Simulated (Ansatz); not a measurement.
Input, command and steps of an Ansatz relaxation.

```yaml
crystal:
  lattice:
    - [6.3242276401, 0.0, 0.0]
    - [0.0, 6.3242276401, 0.0]
    - [0.0, 0.0, 3.1771735538]
  atoms:
    - { symbol: B, position: [0.0, 0.0, 0.0] }
    - { symbol: B, position: [0.5, 0.5, 0.0] }
    - { symbol: B, position: [0.18, 0.68, 0.5] }
    - { symbol: B, position: [0.32, 0.18, 0.5] }
    - { symbol: B, position: [0.82, 0.32, 0.5] }
    - { symbol: B, position: [0.68, 0.82, 0.5] }
    - { symbol: P, position: [0.38, 0.88, 0.0] }
    - { symbol: P, position: [0.12, 0.38, 0.0] }
    - { symbol: P, position: [0.62, 0.12, 0.0] }
    - { symbol: P, position: [0.88, 0.62, 0.0] }
basis:
  ecutwfc: 420
kpoints:
  mp_grid: { grid: [4, 4, 6] }
hamiltonian:
  xc: pbe
scf:
  occupations: { method: gaussian, width: 0.1 }
  lower_state_search: "off"
output:
  forces: true
  stress: true
  eigenvalues: true
relax:
  adjacent_minimum: "off"
  f_tol: 0.04
  max_steps: 70
  cell: { stress_tol: 0.4 }
```

```bash
ansatz run input.yaml --threads 1 --pin off --max-ram 2560MiB --backend cpu --events-out ev --progress --plain --runs-dir out
```

The calculation used DFT PBE, scalar-relativistic, plane waves, PAW in Ansatz 0.2.0.

Of 16 frames 10 are shown, positions in Å and forces in eV/Å; the SCF threshold varies from step to step. Steps run on the plane waves of an earlier cell, with a Pulay correction in the pressure. The basis is chosen afresh for the last frame, the zero of the energies, and at times for earlier ones too; energy and pressure step there, also at an unchanged geometry.

```xyz
10
Lattice="6.3242 0.0000 0.0000 0.0000 6.3242 0.0000 0.0000 0.0000 3.1772" Properties=species:S:1:pos:R:3:forces:R:3 pbc="T T T" step=1 free_energy_over_end_meV_per_atom=1172.12 pressure_GPa=-16.07
B     0.0000    0.0000    0.0000    0.0000    0.0000    0.0000
B     3.1621    3.1621    0.0000    0.0000    0.0000    0.0000
B     1.1384    4.3005    1.5886    0.2207    0.2207    0.0000
B     2.0238    1.1384    1.5886   -0.2207    0.2207    0.0000
B     5.1859    2.0238    1.5886   -0.2207   -0.2207    0.0000
B     4.3005    5.1859    1.5886    0.2207   -0.2207    0.0000
P     2.4032    5.5653    0.0000   -1.9077   -1.9077    0.0000
P     0.7589    2.4032    0.0000    1.9077   -1.9077    0.0000
P     3.9210    0.7589    0.0000    1.9077    1.9077    0.0000
P     5.5653    3.9210    0.0000   -1.9077    1.9077    0.0000
10
Lattice="5.8780 0.0000 0.0000 0.0000 5.8780 0.0000 0.0000 0.0000 2.8690" Properties=species:S:1:pos:R:3:forces:R:3 pbc="T T T" step=3 free_energy_over_end_meV_per_atom=777.40 pressure_GPa=-1.39
B     0.0000    0.0000    0.0000    0.0000    0.0000    0.0000
B     2.9390    2.9390    0.0000    0.0000    0.0000    0.0000
B     1.0683    4.0073    1.4345    0.1225    0.1225    0.0000
B     1.8707    1.0683    1.4345   -0.1225    0.1225    0.0000
B     4.8097    1.8707    1.4345   -0.1225   -0.1225    0.0000
B     4.0073    4.8097    1.4345    0.1225   -0.1225    0.0000
P     2.0976    5.0366    0.0000   -0.8396   -0.8396    0.0000
P     0.8414    2.0976    0.0000    0.8396   -0.8396    0.0000
P     3.7804    0.8414    0.0000    0.8396    0.8396    0.0000
P     5.0366    3.7804    0.0000   -0.8396    0.8396    0.0000
10
Lattice="5.7435 0.0000 0.0000 0.0000 5.7435 0.0000 0.0000 0.0000 2.9220" Properties=species:S:1:pos:R:3:forces:R:3 pbc="T T T" step=4 free_energy_over_end_meV_per_atom=741.13 pressure_GPa=6.01
B     0.0000    0.0000    0.0000    0.0000    0.0000    0.0000
B     2.8717    2.8717    0.0000    0.0000    0.0000    0.0000
B     1.0441    3.9158    1.4610    0.0167    0.0167    0.0000
B     1.8276    1.0441    1.4610   -0.0167    0.0167    0.0000
B     4.6994    1.8276    1.4610   -0.0167   -0.0167    0.0000
B     3.9158    4.6994    1.4610    0.0167   -0.0167    0.0000
P     1.9752    4.8470    0.0000   -0.2902   -0.2902    0.0000
P     0.8965    1.9752    0.0000    0.2902   -0.2902    0.0000
P     3.7682    0.8965    0.0000    0.2902    0.2902    0.0000
P     4.8470    3.7682    0.0000   -0.2902    0.2902    0.0000
10
Lattice="5.9247 0.0000 0.0000 0.0000 5.9247 0.0000 0.0000 0.0000 3.1263" Properties=species:S:1:pos:R:3:forces:R:3 pbc="T T T" step=6 free_energy_over_end_meV_per_atom=690.67 pressure_GPa=-0.02
B     0.0000    0.0000    0.0000    0.0000    0.0000    0.0000
B     2.9624    2.9624    0.0000    0.0000    0.0000    0.0000
B     1.1169    4.0792    1.5631    0.0335    0.0335    0.0000
B     1.8455    1.1169    1.5631   -0.0335    0.0335    0.0000
B     4.8078    1.8455    1.5631   -0.0335   -0.0335    0.0000
B     4.0792    4.8078    1.5631    0.0335   -0.0335    0.0000
P     1.9153    4.8776    0.0000   -0.2919   -0.2919    0.0000
P     1.0471    1.9153    0.0000    0.2919   -0.2919    0.0000
P     4.0095    1.0471    0.0000    0.2919    0.2919    0.0000
P     4.8776    4.0095    0.0000   -0.2919    0.2919    0.0000
10
Lattice="6.3194 0.0000 0.0000 0.0000 6.3194 0.0000 0.0000 0.0000 3.1315" Properties=species:S:1:pos:R:3:forces:R:3 pbc="T T T" step=8 free_energy_over_end_meV_per_atom=645.49 pressure_GPa=-7.79
B     0.0000    0.0000    0.0000    0.0000    0.0000    0.0000
B     3.1597    3.1597    0.0000    0.0000    0.0000    0.0000
B     1.0418    4.2015    1.5657   -0.0161   -0.0161    0.0000
B     2.1179    1.0418    1.5657    0.0161   -0.0161    0.0000
B     5.2775    2.1179    1.5657    0.0161    0.0161    0.0000
B     4.2015    5.2775    1.5657   -0.0161    0.0161    0.0000
P     1.8364    4.9960    0.0000   -0.7107   -0.7107    0.0000
P     1.3233    1.8364    0.0000    0.7107   -0.7107    0.0000
P     4.4830    1.3233    0.0000    0.7107    0.7107    0.0000
P     4.9960    4.4830    0.0000   -0.7107    0.7107    0.0000
10
Lattice="6.3237 0.0000 0.0000 0.0000 6.3237 0.0000 0.0000 0.0000 3.1950" Properties=species:S:1:pos:R:3:forces:R:3 pbc="T T T" step=9 free_energy_over_end_meV_per_atom=576.11 pressure_GPa=-6.12
B     0.0000    0.0000    0.0000    0.0000    0.0000    0.0000
B     3.1618    3.1618    0.0000    0.0000    0.0000    0.0000
B     0.9855    4.1473    1.5975   -0.6795   -0.6795    0.0000
B     2.1764    0.9855    1.5975    0.6795   -0.6795    0.0000
B     5.3382    2.1764    1.5975    0.6795    0.6795    0.0000
B     4.1473    5.3382    1.5975   -0.6795    0.6795    0.0000
P     1.7001    4.8619    0.0000   -0.4412   -0.4412    0.0000
P     1.4617    1.7001    0.0000    0.4412   -0.4412    0.0000
P     4.6236    1.4617    0.0000    0.4412    0.4412    0.0000
P     4.8619    4.6236    0.0000   -0.4412    0.4412    0.0000
10
Lattice="6.1931 0.0000 0.0000 0.0000 6.1931 0.0000 0.0000 0.0000 3.1496" Properties=species:S:1:pos:R:3:forces:R:3 pbc="T T T" step=11 free_energy_over_end_meV_per_atom=206.30 pressure_GPa=-11.13
B     0.0000    0.0000    0.0000    0.0000    0.0000    0.0000
B     3.0965    3.0965    0.0000    0.0000    0.0000    0.0000
B     0.6998    3.7963    1.5748   -1.2840   -1.2840    0.0000
B     2.3968    0.6998    1.5748    1.2840   -1.2840    0.0000
B     5.4933    2.3968    1.5748    1.2840    1.2840    0.0000
B     3.7963    5.4933    1.5748   -1.2840    1.2840    0.0000
P     1.5354    4.6320    0.0000   -1.0976   -1.0976    0.0000
P     1.5611    1.5354    0.0000    1.0976   -1.0976    0.0000
P     4.6577    1.5611    0.0000    1.0976    1.0976    0.0000
P     4.6320    4.6577    0.0000   -1.0976    1.0976    0.0000
10
Lattice="5.9825 0.0000 0.0000 0.0000 5.9825 0.0000 0.0000 0.0000 3.2430" Properties=species:S:1:pos:R:3:forces:R:3 pbc="T T T" step=13 free_energy_over_end_meV_per_atom=33.86 pressure_GPa=-0.09
B     0.0000    0.0000    0.0000    0.0000    0.0000    0.0000
B     2.9913    2.9913    0.0000    0.0000    0.0000    0.0000
B     0.6030    3.5943    1.6215   -1.4843   -1.4843    0.0000
B     2.3883    0.6030    1.6215    1.4843   -1.4843    0.0000
B     5.3795    2.3883    1.6215    1.4843    1.4843    0.0000
B     3.5943    5.3795    1.6215   -1.4843    1.4843    0.0000
P     1.2669    4.2582    0.0000    0.6995    0.6995    0.0000
P     1.7243    1.2669    0.0000   -0.6995    0.6995    0.0000
P     4.7156    1.7243    0.0000   -0.6995   -0.6995    0.0000
P     4.2582    4.7156    0.0000    0.6995   -0.6995    0.0000
10
Lattice="5.9781 0.0000 0.0000 0.0000 5.9781 0.0000 0.0000 0.0000 3.2147" Properties=species:S:1:pos:R:3:forces:R:3 pbc="T T T" step=14 free_energy_over_end_meV_per_atom=0.21 pressure_GPa=-0.12
B     0.0000    0.0000    0.0000    0.0000    0.0000    0.0000
B     2.9890    2.9890    0.0000    0.0000    0.0000    0.0000
B     0.5716    3.5606    1.6073   -0.1066   -0.1066    0.0000
B     2.4174    0.5716    1.6073    0.1066   -0.1066    0.0000
B     5.4065    2.4174    1.6073    0.1066    0.1066    0.0000
B     3.5606    5.4065    1.6073   -0.1066    0.1066    0.0000
P     1.3047    4.2938    0.0000    0.0982    0.0982    0.0000
P     1.6843    1.3047    0.0000   -0.0982    0.0982    0.0000
P     4.6734    1.6843    0.0000   -0.0982   -0.0982    0.0000
P     4.2938    4.6734    0.0000    0.0982   -0.0982    0.0000
10
Lattice="5.9958 0.0000 0.0000 0.0000 5.9958 0.0000 0.0000 0.0000 3.1921" Properties=species:S:1:pos:R:3:forces:R:3 pbc="T T T" step=16 free_energy_over_end_meV_per_atom=0.00 pressure_GPa=-0.14
B     0.0000    0.0000    0.0000    0.0000    0.0000    0.0000
B     2.9979    2.9979    0.0000    0.0000    0.0000    0.0000
B     0.5703    3.5682    1.5960    0.0273    0.0273    0.0000
B     2.4276    0.5703    1.5960   -0.0273    0.0273    0.0000
B     5.4255    2.4276    1.5960   -0.0273   -0.0273    0.0000
B     3.5682    5.4255    1.5960    0.0273   -0.0273    0.0000
P     1.3177    4.3156    0.0000    0.0108    0.0108    0.0000
P     1.6802    1.3177    0.0000   -0.0108    0.0108    0.0000
P     4.6781    1.6802    0.0000   -0.0108   -0.0108    0.0000
P     4.3156    4.6781    0.0000    0.0108   -0.0108    0.0000
```

The start puts this composition into another compound's structure type, which needn't suit it. At the end the space group is P4/mbm (tolerance 0.05 Å).

It took 120 s on 1 thread of Arm Neoverse V1 (shared host), peak memory 0.38 GiB.

The k mesh is coarse.